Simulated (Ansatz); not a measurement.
AlRu (Cmcm), relaxed with PBE (Ansatz, a program for electronic structure, plane waves, PAW): a = 2.9864 Å, b = 9.1616 Å, c = 4.1211 Å, α = β = γ = 90.00°.

- ΔH_f (eV/atom): -0.43
- B₀ by P(V) fit (GPa): 181

Question: The same phase is relaxed and computed with r²SCAN in the same code. What are the cell and these values now?

Answer: a = 2.979 Å, b = 9.081 Å, c = 4.082 Å, α = 90.00°, β = 90.00°, γ = 90.00°.

- ΔH_f (eV/atom): -0.51
- B₀ by P(V) fit (GPa): 196

Typed or built starts, not in the databases checked: AlRu, Cmcm (Al on 4c, Ru on 4c). All cells were relaxed under the symmetry of their starts (and spin orders); stability against distortions was not tested throughout. Rows with no word on spin ran without spin polarisation. Scalar-relativistic: spin–orbit coupling is off unless named, which matters more the heavier the elements.

Potentials: the earlier of the program's two PAW sets.

Ansatz is a plane-wave DFT program.

Formation energies count from the lowest solids of the elements computed at the same level, not from gases.
